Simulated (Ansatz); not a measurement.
Problem. Each is relaxed and computed with LDA (plane waves, PAW; program Ansatz). Which alone has a direct gap?
(A) V2O5, P2_1/m (Pearson symbol mP14)
(B) MgO, P6_3/mmc (Mg on 2c, O on 2d)
(C) BaTiO3, P4mm (Ba on 1b, Ti on 1a, O on 2c, O on 1a)
(D) MgSnO3, cubic perovskite

Solution. B, MgO, P6_3/mmc (Mg on 2c, O on 2d). MgO: gap 3.49 eV (direct); MgSnO3: gap 1.06 eV (indirect); BaTiO3: gap 1.85 eV (indirect); V2O5: gap 1.43 eV (indirect). Constructed cells (a structure type filled with these elements, in neither database checked): MgSnO3, cubic perovskite. Not the usual ambient phase: MgO, P6_3/mmc (Mg on 2c, O on 2d). Standing as an ambient phase not checked: V2O5, P2_1/m (Pearson symbol mP14). Weakly bound layers, chains or molecules computed without a dispersion correction, so cells and soft constants are ill determined: V2O5, P2_1/m (Pearson symbol mP14). Unstable at this level: MgSnO3, cubic perovskite; BaTiO3, P4mm (Ba on 1b, Ti on 1a, O on 2c, O on 1a). All cells were relaxed under the symmetry of their starts (and spin orders); stability against distortions was not tested throughout. Named crystals with no word on spin ran without spin polarisation. Scalar-relativistic: spin–orbit coupling is off unless named, which matters more the heavier the elements.

Potentials: the earlier of the program's two PAW sets. The files were generated under PBE; for other functionals the program regenerates the frozen cores, and for LDA and PBEsol the local potential too.
